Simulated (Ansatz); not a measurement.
TiAl$_{3}$:
```xyz
4
Lattice="2.7821 0.0000 0.0000 0.0000 4.6732 0.0000 0.0000 0.0000 4.8899" Properties=species:S:1:pos:R:3 pbc="T T T"
Ti     0.0000     2.3366     0.7982
Al     1.3911     2.3366     3.2477
Al     1.3911     0.0000     1.6280
Al     0.0000     0.0000     4.1059
```

Relaxed with PBEsol. Special points in fractions of this cell's reciprocal vectors: Γ (0.000, 0.000, 0.000); X (0.500, 0.000, 0.000); S (0.500, 0.500, 0.000); Y (0.000, 0.500, 0.000); Z (0.000, 0.000, 0.500); U (0.500, 0.000, 0.500); R (0.500, 0.500, 0.500); T (0.000, 0.500, 0.500).

Problem. List the band energies nearest the Fermi level at these points for plane-wave PAW PBEsol (Ansatz code).

Solution. In eV from the Fermi level; about four levels below and three above (degenerate sets whole), none deeper than 8.9 eV; points with the same levels are listed once.

```json
[
 {"k": "Γ", "below": "-3.57 -2.70 -0.85 -0.43", "above": "2.53 2.60 2.67"},
 {"k": "X", "below": "-5.57 -2.16 -1.95 -1.75", "above": "0.45 0.66 0.81"},
 {"k": "S", "below": "-3.18 -1.70 -0.47 -0.24", "above": "0.83 1.17 1.38"},
 {"k": "Y", "below": "-3.22 -2.04 -1.55 -0.19", "above": "2.46 2.54 2.71"},
 {"k": "Z", "below": "-2.32 -2.17 -1.13 -0.33", "above": "2.32 2.44 2.61"},
 {"k": "U", "below": "-3.37 -1.33 -0.13 -0.12", "above": "0.62 1.28 1.98"},
 {"k": "R", "below": "-2.74 -2.69 -0.65 -0.18", "above": "1.09 2.16 2.41"},
 {"k": "T", "below": "-7.11 -4.85 -0.21 -0.07", "above": "0.73 2.46 2.48"}
]
```

Space group Pmm2. The first step of the workflow began from a Materials Project structure, measured or hypothetical; the Crystallography Open Database copy checked does not list it. With Ti and Al taken as one species the cell has the higher symmetry P6_3/mmc, so it may be an ordered model of a mixed-site phase. Whether it is the stable phase at ambient conditions was not checked. Symmetry was held in the PBEsol relaxation; its stability against distortions is not shown here. No spin polarisation was allowed.

Potentials: the later of the program's two PAW sets.
